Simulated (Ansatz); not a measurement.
**Data sheet: TaN (DFT)**

TaN:
```cif
data_N4Ta4
_chemical_formula_sum 'N4 Ta4'
_space_group_name_H-M_alt 'Fm-3m'
_space_group_IT_number 225
_space_group_name_Hall '-F 4 2 3'
_cell_length_a 4.39643
_cell_length_b 4.39643
_cell_length_c 4.39643
_cell_angle_alpha 90.000
_cell_angle_beta 90.000
_cell_angle_gamma 90.000
loop_
_atom_site_label
_atom_site_type_symbol
_atom_site_symmetry_multiplicity
_atom_site_Wyckoff_symbol
_atom_site_fract_x
_atom_site_fract_y
_atom_site_fract_z
_atom_site_occupancy
N1 N 4 a 0.00000 0.00000 0.00000 1
Ta1 Ta 4 b 0.50000 0.50000 0.50000 1
```
(The calculation used a cell of 2 atoms; values per cell refer to that cell.)

Space group Fm-3m (No. 225), rock salt; conventional cell a = b = c = 4.396 Å, α = β = γ = 90.00°.

Method: r²SCAN (plane waves, PAW; program Ansatz). Geometry: relaxed at this level of theory. Other levels are named where they apply.

### Cell and energy

```json
{
  "volume_per_atom": "10.62 Å³",
  "density": "15.24 g/cm³",
  "Formation energy from the elements (no fitted shifts)": "-0.95 eV/atom"
}
```

### Electronic structure

```json
{
 "electronic_character": "metallic (no gap)",
 "Density of states at the Fermi level": "0.38 states/eV per atom (mean over ±0.08 eV)",
 "Gap with spin–orbit coupling": "none (metallic)"
}
```

### Mechanics

```json
{
 "Bulk modulus (Birch–Murnaghan fit)": "351 GPa",
 "Pressure derivative B′": "4.4"
}
```

### Charges

```json
{
 "bader_charges": "N -1.95, Ta +1.95 e"
}
```

Symmetry was held in the r²SCAN relaxation. The run is not spin-polarised. The references are the lowest solids computed at this level, not always the standard phases (solids in place of the gases). Scalar-relativistic: spin–orbit coupling is off unless named, which matters more the heavier the elements.

Potentials: the later of the program's two PAW sets.
